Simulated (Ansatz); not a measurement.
## Relativity in Ta

```xyz
1
Lattice="-1.6549 1.6549 1.6549 1.6549 -1.6549 1.6549 1.6549 1.6549 -1.6549" Properties=species:S:1:pos:R:3 pbc="T T T"
Ta    0.0000    0.0000    0.0000
```

The conventional cell has a = 3.310 Å, b = 3.310 Å, c = 3.310 Å, α = 90.00°, β = 90.00°, γ = 90.00°. Ta (atom 1) is surrounded by 8 Ta at 2.87 Å.

Structure from Materials Project entry mp-50 (possibly hypothetical), not relaxed further.

Spin polarisation is left out, and whether a magnetic state lies lower isn't shown here.

One fixed cell is solved with LDA by full-potential LAPW in Ansatz 0.2.0 under different relativistic treatments. Pressure is positive in compression.

Numerical set-up: a Γ-centred 14×14×14 k mesh, Fermi–Dirac smearing of 0.05 eV, basis error target 1 meV/atom, no spin polarisation.

```json
{"setting": "scalar-relativistic", "P (GPa)": "-10.14"}
{"setting": "non-relativistic", "P (GPa)": "?"}
{"setting": "with spin–orbit coupling", "P (GPa)": "-10.21"}
{"setting": "scalar-relativistic, point nuclei", "P (GPa)": "-10.16"}
{"setting": "scalar-relativistic, inner shells corrected to Dirac", "P (GPa)": "-10.09"}
```

**Question.** Give the missing entry: row "non-relativistic", column "P (GPa)".

**Answer.** -3.34.
